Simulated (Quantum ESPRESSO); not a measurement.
Band energies of MgCdTe2

```
CELL_PARAMETERS angstrom
      4.59872     0.00000     0.00000
      0.00000     4.59872     0.00000
      0.00000     0.00000     6.39065
ATOMIC_POSITIONS crystal
  Mg 0.50000 0.50000 0.50000
  Cd 0.00000 0.00000 0.00000
  Te 0.00000 0.50000 0.25362
  Te 0.50000 0.00000 0.74638
```

norm-conserving PBEsol (Quantum ESPRESSO, 102 Ry, with spin-orbit coupling); path ΓXMΓZRAZ,XR,MA; energies in eV from the valence-band maximum.

```csv
k (1/Å),point,band 62,band 63,band 64,band 65,band 66,band 67,band 68,band 69
0.00,Γ,0.00,1.16,1.16,2.38,2.38,2.79,2.79,4.62
0.46,,-0.48,2.75,2.79,3.28,3.33,4.54,4.68,5.17
0.68,X,-0.83,3.12,3.12,3.63,3.63,5.04,5.04,5.17
1.02,,-1.48,2.98,3.13,3.24,3.29,3.35,3.39,4.14
1.37,M,-1.56,2.26,2.26,2.35,2.35,2.38,2.38,3.36
1.47,,-1.54,2.31,2.34,2.44,2.45,2.51,2.52,3.44
2.01,,-0.51,2.66,2.69,3.43,3.46,3.72,3.75,4.03
2.33,Γ,0.00,1.16,1.16,2.38,2.38,2.79,2.79,4.62
2.58,,-0.32,2.12,2.12,2.73,2.73,3.04,3.04,4.11
2.82,Z,-0.82,2.86,2.86,3.24,3.24,3.42,3.42,3.51
3.05,,-0.80,2.72,2.83,3.36,3.39,3.96,3.99,4.20
3.51,R,-0.52,1.74,1.74,2.65,2.65,4.77,4.77,4.97
3.60,,-0.60,1.93,1.98,2.81,2.82,4.66,4.67,5.01
4.00,,-1.54,3.69,3.79,4.18,4.29,4.38,4.54,4.67
4.19,A,-2.01,4.18,4.18,4.33,4.33,4.47,4.47,5.18
4.48,,-1.22,3.41,3.44,3.87,3.89,4.82,4.96,5.02
4.96,,-0.73,2.92,3.13,3.59,3.66,3.67,3.71,3.79
5.16,Z,-0.82,2.86,2.86,3.24,3.24,3.42,3.42,3.51
5.16,X,-0.83,3.12,3.12,3.63,3.63,5.04,5.04,5.17
5.25,,-0.82,2.99,2.99,3.58,3.58,4.83,4.83,4.95
5.65,R,-0.52,1.74,1.74,2.65,2.65,4.77,4.77,4.97
5.65,M,-1.56,2.26,2.26,2.35,2.35,2.38,2.38,3.36
6.14,A,-2.01,4.18,4.18,4.33,4.33,4.47,4.47,5.18
```

The PBEsol gap is direct, 1.16 eV at Γ.

Geometry relaxed with PBEsol.

The structure is a Materials Project entry; no match was found in the copy of COD used, and its stability was not checked.
